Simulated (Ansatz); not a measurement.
MnSn$_{2}$: pressure against volume

MnSn$_{2}$, I4/mcm, a = 6.506 Å, c = 5.319 Å. The structure is a COD entry; whether it is the stable form wasn't checked. Ansatz: PBEsol, PAW, 420 eV, Γ-centred 8×8×8 mesh on 6 atoms, Gaussian smearing 0.10 eV; collinear spin, largest moment 2.2 μB. Shape and atoms are relaxed at each volume; pressure is positive in compression.

```
V (Å³/atom) P (GPa)
     17.073        ?
     17.636     7.00
     18.199     3.20
     18.762    -0.02
     19.325    -2.57
     19.887    -4.39
```

Problem. Take V0 = 18.762 Å³/atom, count pressures from its P0 = -0.02 GPa, fit the third-order Birch–Murnaghan form to the other rows, and predict the missing pressure.

Solution. With the Eulerian strain f = ½[(V0/V)^(2/3) − 1] and y = (P − P0)/[3f(1 + 2f)^(5/2)], the form is the line y = B0 + 1.5 B0 (B0′ − 4) f. Rows (f, y): 0.02106, 100.2; 0.01026, 99.4; -0.00976, 91.5; -0.01904, 84.3. Means f = 0.0006300, y = 93.850; Σ(Δf)² = 0.001005, ΣΔfΔy = 0.3954; the slope is their ratio. y = 93.60 + 393.5 f GPa, so B0 = 93.6 GPa and B0′ = 4 + 2 × (393.5)/(3 × 93.60) = 6.80. At V = 17.073, f = 0.03245, y = 106.37 and P = 12.10 GPa. The run gave 11.49 GPa, so the fit is 0.61 GPa too high, 3.8 % of the span of the series, against an rms of 0.08 GPa on the fitted rows. The row lies outside the fitted range. A fourth-order term fitted to the same rows gives P = 11.12 GPa at this row's volume (the line 12.10, the run 11.49), which recovers part of the miss. The records add, with no proof that it causes the miss: the largest moment runs from 1.90 to 2.45 μB along the series.

The largest moment runs from 1.90 to 2.45 μB along the series, so B0 and B0′ hold the change of the moment too.

Only parallel moments were tried here.